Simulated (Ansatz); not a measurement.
**Calculated 17O NMR of the central transition for V2O5**

Cell: an entry of the Crystallography Open Database (COD) whose atoms were relaxed with PBE, the cell held.

Space group Pmmn:1 (No. 59); a = 3.5570, b = 11.5030, c = 4.3690 Å.

| site | Wyckoff | site symmetry | x | y | z |
| --- | --- | --- | --- | --- | --- |
| V | 4e | m.. | 0.0000 | 0.8516 | 0.1141 |
| O5 | 2a | mm2 | 0.0000 | 0.0000 | 0.0021 |
| O7 | 4e | m.. | 0.0000 | 0.8551 | 0.4767 |
| O11 | 4e | m.. | 0.5000 | 0.8191 | 0.0061 |

One atom of each set is listed; the run and its k-mesh use a cell of 14 atoms with edges of 11.50, 4.37, 3.56 Å.

The numbers come from a DFT calculation in Ansatz (PBE, plane waves and PAW (field gradients read without the response of the frozen cores, which leaves them typically 4 to 6 % off), scalar-relativistic, 420 eV cutoff, Γ-centred 2×5×6 k-points, Fermi–Dirac smearing 0.02 eV).

17O has I = 5/2 and Q = -25.58 mb (Pyykkö 2018); at 16.4 T its Larmor frequency is ν₀ = 94.7 MHz. Only the quadrupole interaction is simulated: positions count from each site's isotropic chemical shift, and J coupling is left out, as are shift anisotropy and dipolar coupling, which fast spinning averages.

Task: What does the 17O spectrum (fast magic-angle spinning) show for each site?

Result: 

| site | first shell | C_Q (MHz) | η | P_Q (MHz) | δ_QIS (ppm) | breadth (kHz) |
| --- | --- | --- | --- | --- | --- | --- |
| O5 | 2 V at 1.78 Å, angle 148° | 3.76 | 0.03 | 3.76 | -9.45 | 1.94 |
| O7 | 1 V at 1.58 Å | 0.714 | 0.69 | 0.769 | -0.395 | 0.0861 |
| O11 | 3 V at 1.88–2.03 Å | 3.20 | 0.71 | 3.46 | -8.01 | 1.74 |

δ_QIS = −(ν_Q²/30ν₀²)[I(I+1) − 3/4](1 + η²/3) × 10⁶ ppm with ν_Q = 3|C_Q|/[2I(2I−1)]; it falls as 1/B₀² in ppm, and the breadth as 1/B₀ in kHz.

At O5 V_zz points along the bisector of its two bonds (within 1°).

The database positions were far from equilibrium, so the relaxed structure may not be the compound's real one.
